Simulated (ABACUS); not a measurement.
Set-up for a self-consistent single point of MoS2 (P1, 12 atoms in the cell; from Materials Project mp-1018809, changed as shown).

```yaml
crystal:
  lattice:
    - [3.18543, 0.00000, 0.00000]
    - [0.00000, 5.51733, 0.00000]
    - [0.00000, 0.00000, 13.17839]
  atoms:
    - { symbol: Mo, position: [0.99064, 0.99858, 0.25050] }
    - { symbol: Mo, position: [0.01587, 0.99423, 0.74417] }
    - { symbol: Mo, position: [0.47852, 0.50428, 0.24939] }
    - { symbol: Mo, position: [0.51225, 0.50623, 0.75660] }
    - { symbol: S, position: [0.99101, 0.32924, 0.36664] }
    - { symbol: S, position: [0.49110, 0.15878, 0.63284] }
    - { symbol: S, position: [0.48021, 0.16967, 0.86816] }
    - { symbol: S, position: [0.97334, 0.34121, 0.12893] }
    - { symbol: S, position: [0.52831, 0.83411, 0.36939] }
    - { symbol: S, position: [0.01186, 0.67429, 0.63222] }
    - { symbol: S, position: [0.02616, 0.65468, 0.86736] }
    - { symbol: S, position: [0.50074, 0.83470, 0.13380] }
```

All values come from this method and carry its errors: LDA (PW92), PseudoDojo 0.4 standard norm-conserving LDA (tails mended) pseudopotentials (plane waves; ABACUS).

ABACUS settings:

```
key                                                                   value
---------------  ----------------------------------------------------------
KPT                                                       Gamma 4 3 1 0 0 0
basis_type                                                               pw
dft_functional                                                        PWLDA
ecutwfc                                                               80 Ry
smearing_method                                                          fd
smearing_sigma                                                0.00146997 Ry
potentials       PseudoDojo 0.4 standard norm-conserving LDA (tails mended)
symmetry                                                                  1
symmetry_prec                                                         1e-05
ks_solver                                                      dav_subspace
scf_nmax                                                                100
scf_thr                                                          1.0e-09 Ry
mixing_type                                                         broyden
mixing_beta                                                             0.7
```

Results:

* **Number of valence electrons**: 104
* **Number of bands**: 63
* **Number of k-points after the program's reduction**: 7
* **Number of plane waves (most at a k-point)**: 18964
* **Number of SCF iterations**: 16
* **FFT grid**: 36 × 60 × 144
* **Free energy E − TS**: -10077.7571 eV
* **Pressure**: -4.78 GPa
* **Largest force (vector length)**: 3.029 eV/Å

Forces (eV/Å):
| atom | Fx | Fy | Fz |
|---|---|---|---|
| Mo1 | 1.113 | 0.481 | -0.367 |
| Mo2 | -1.595 | 0.673 | 2.459 |
| Mo3 | 0.583 | -0.513 | 0.075 |
| Mo4 | 0.314 | -1.265 | -2.734 |
| S5 | -0.320 | 0.393 | -0.334 |
| S6 | 0.908 | 1.010 | -0.098 |
| S7 | 0.877 | -0.654 | -0.583 |
| S8 | 0.153 | -0.332 | 0.935 |
| S9 | -1.146 | -0.151 | -0.336 |
| S10 | 0.075 | -1.130 | 0.261 |
| S11 | -0.579 | 1.364 | 0.694 |
| S12 | -0.383 | 0.125 | 0.029 |

Stress (GPa, positive for compression):
```
-5.78   0.55  -1.98
 0.55  -5.29   1.28
-1.98   1.28  -3.26
```

For comparison: a first run was changed to give this one (atoms moved at random), and from it to this one the free energy rises by 48.1 meV/atom, the pressure goes from -5.58 to -4.78 GPa and the largest force goes from 0.330 to 3.029 eV/Å.

Forces above 1 eV/Å remain at this geometry. The structure comes from a collection of computed structures, made at another level of theory; the collection holds predicted forms beside known ones.

Cost on one core: around 4 core-minutes (rough).

“Tails mended”: in these copies of the files the far tail of each local potential was reset to the Coulomb form.
